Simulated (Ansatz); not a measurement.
Surface calculation: bcc Cr (110), 5 layers

The slab is cut from the bcc crystal, the stable phase, as relaxed on PAW files (11.56 Å³/atom), with 16 Å of vacuum and a dipole correction:

```xyz
5
Lattice="2.4668 0.0000 0.0000 -0.8223 2.3257 0.0000 0.0000 0.0000 24.0566" Properties=species:S:1:pos:R:3 pbc="T T T"
Cr    0.0000    0.0000    8.0000
Cr    0.8223    1.1629   10.0141
Cr    0.0000    0.0000   12.0283
Cr    0.8223    1.1629   14.0425
Cr    0.0000    0.0000   16.0566
```

Level of theory: DFT with PBE, scalar-relativistic, in Ansatz 0.2.0; a Γ-centred 14×14×1 k mesh, Fermi–Dirac smearing of 0.05 eV, spin-polarised from start moments Cr1 2, Cr2 2, Cr3 2, Cr4 2, Cr5 2 μB. LAPW: all electrons, basis error target 1 meV/atom; PAW: frozen-core files, cutoff 420 eV.

The bulk energy comes from a cell in the slab's orientation on a 14×14×8 mesh. The surface energy is (E(slab) − N·E(bulk))/2A at zero smearing, the mean of both faces; thin slabs carry quantum-size effects.

Antiferromagnetic order, which Cr and Mn prefer near zero pressure, wasn't tried. The start moments died away, and the runs ended non-magnetic.

**Question.** As cut, the LAPW slab lies 2.379 eV above 5 atoms of bulk. What surface energy is that?

**Answer.** Over two faces of 5.74 Å² it is 207.4 meV/Å², and times 16.02 J/m² per eV/Å² that gives γ = 3.322 J/m².

**Question.** What do relaxation and the other method give, and what work function comes out?

**Answer.** 

```json
{"method": "LAPW", "γ as cut (J/m²)": "3.322", "γ relaxed (J/m²)": "3.245", "Φ as cut (eV)": "4.90", "Φ relaxed (eV)": "4.77"}
{"method": "PAW", "γ as cut (J/m²)": "3.318", "γ relaxed (J/m²)": "3.241", "Φ as cut (eV)": "4.90", "Φ relaxed (eV)": "4.77"}
```

**Question.** How do the spacings between the planes relax?

**Answer.** From the bottom face up: d12 -4.8 % of 2.014 Å, d23 +0.6 % of 2.014 Å, d34 +0.6 % of 2.014 Å, d45 -4.8 % of 2.014 Å.

**Question.** A field of 0.5 V/Å is applied along the normal, atoms held. What follows?

**Answer.** LAPW finds an induced dipole of 0.1865 e·Å a cell (PAW 0.1865), that is 11.77 Å for 4πα over the area, against 7.88 Å between the outer atoms.
